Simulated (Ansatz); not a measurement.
Defects and dopants in LaAl2Ag3

Calculated with the plane-wave PAW code Ansatz (scalar-relativistic, PAW set soft_2), not measured. The host crystal, relaxed (Kohn–Sham gap 0.00 eV):

```cif
data_structure
_symmetry_space_group_name_H-M 'P 1'
_symmetry_Int_Tables_number 1
_cell_length_a 5.7191
_cell_length_b 5.7191
_cell_length_c 4.1816
_cell_angle_alpha 90.000
_cell_angle_beta 90.000
_cell_angle_gamma 120.000
_cell_volume 118.45
loop_
_atom_site_label
_atom_site_type_symbol
_atom_site_fract_x
_atom_site_fract_y
_atom_site_fract_z
_atom_site_occupancy
La1 La 0.00000 0.00000 0.00000 1
Al1 Al 0.33333 0.66667 0.00000 1
Al2 Al 0.66667 0.33333 0.00000 1
Ag1 Ag 0.50000 0.00000 0.50000 1
Ag2 Ag 0.50000 0.50000 0.50000 1
Ag3 Ag 0.00000 0.50000 0.50000 1
```

Atoms are relaxed in small periodic supercells at the host's cell. Formation energies are those of the neutral defect, with atoms from and to the elements' standard states and no corrections; they are left out where an element with a U changes, an open 4f shell is known to end too high at times, atoms moved far or the cell holds a carrier in a band. Distances are those to the atoms of the nearest element, out to 1.25 times the shortest (mean and range); atoms of other elements can lie among them. They are left out where the atom moved off its site or the cell is too small to hold the shell. Moments under 0.05 μB aren't shown.

| defect | method | host atoms | formation energy (eV) | moment on the added atom (μB) | nearest element, host → defect (Å) | notes |
| --- | --- | --- | --- | --- | --- | --- |
| N interstitial | PBEsol | 18 | ? | – | ? | c |
| Al interstitial | PBEsol | 18 | 1.19 | – | – | c |
| Gd on an Ag site | PBEsol | 18 | – | 7.09 | 4 Al: 2.66 → 2.88 | a b d |

Notes: a, Gd without a U keeps its half-filled shell, but its 4f levels lie too near the Fermi level; b, most atoms moved far, the host may distort by itself; c, one start site alone, and another structure may lie lower; d, open f or d shells may hold a state above the lowest.

Task: Fill in the withheld row.

Result: formation energy (eV): -0.10; nearest element, host → defect (Å): 2 La: 2.18 → 2.19.

Caveats: one start alone; small cells.
